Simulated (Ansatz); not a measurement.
A geometry of Sn away from equilibrium: the start of the relaxation of a relaxed Sn cell, doubled along one cell vector, shaken by Gaussian noise of σ = 0.08 Å a coordinate. Calculation: PBEsol (plane waves to 420 eV, PAW, scalar-relativistic; Ansatz, a program for electronic structure). Γ-centred k-mesh 4×8×6 on the run's cell (coarser than for final values), Fermi–Dirac smearing 0.05 eV.

```xyz
8
Lattice="10.0480 0.0000 0.0000 -2.5120 4.3509 0.0000 0.0000 0.0000 5.9196" Properties=species:S:1:pos:R:3 pbc="T T T"
Sn    -0.0366     0.1146     4.4221
Sn     5.1288     0.1075     4.4910
Sn    -0.1204     0.1381     1.3609
Sn     4.9642    -0.0537     1.4722
Sn    -0.0592     2.9298     4.4254
Sn     5.1219     2.9074     4.3766
Sn     2.4865     1.4681     1.5496
Sn     7.5181     1.5562     1.5689
```

Q: Which atoms carry the largest force, and which way does it point?

A: 0.75 eV/Å, on Sn8 (atoms numbered as listed); on Sn8 its components are (-0.68, 0.22, 0.21).

Q: What is the pressure?

A: +0.2 GPa, compression positive.

Q: How much energy per atom can still be gained by relaxing?

A: 0.32 to 0.34 eV/atom (the two k-meshes of the run give this range); the path ends in Cmmm (No. 65) at a tolerance of 0.01 Å, P6/mmm (No. 191) at 0.1 Å.

No spin polarisation in the result.

The end of the path is a generated cell of Sn: the first start was made by placing the elements on the sites of a structure type, and the end was not matched to a known phase here, so it may be hypothetical. Known forms of Sn include space group No. 141, 227.
